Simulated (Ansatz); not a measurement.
Space group P6_3/mmc (No. 194). a = 3.707 Å, b = 3.707 Å, c = 7.175 Å, α = 90.00°, β = 90.00°, γ = 120.00°
```csv
atom,site,symmetry,x,y,z
Ti,2a,-3m.,0.0000,0.0000,0.0000
Te,2c,-6m2,0.3333,0.6667,0.2500
```

Equation of state of this TiTe structure (not necessarily the ground state), with shape and atoms relaxed at each volume where symmetry leaves them free. It has no gap at any of these volumes. These are results of Ansatz 0.2.0, DFT r2SCAN, scalar-relativistic, plane waves, PAW, not measurements.

Plane waves to 500 eV, a k mesh through Γ of 12×12×8 on the computed 4-atom cell and Gaussian smearing (0.10 eV); no spin polarisation.

| V (Å³/atom) | E − E(largest V) (meV/atom) | P (GPa) |
| --- | --- | --- |
| 20.063 | 3.57 | 6.06 |
| 20.704 | -13.77 | 2.79 |
| 21.344 | -18.97 | 0.00 |
| 21.984 | -13.86 | -2.38 |
| 22.624 | 0.00 | -4.38 |

Q: Fit a third-order Birch–Murnaghan equation to E(V).

A: V0 = 21.33 Å³/atom, B0 = 86 GPa, B0' = 4.5.

Spin-orbit coupling is left out, which matters for the bands of heavy elements.

Cost: 5 runs of about 15 core-minutes in all, on Arm Neoverse V1 (shared hosts).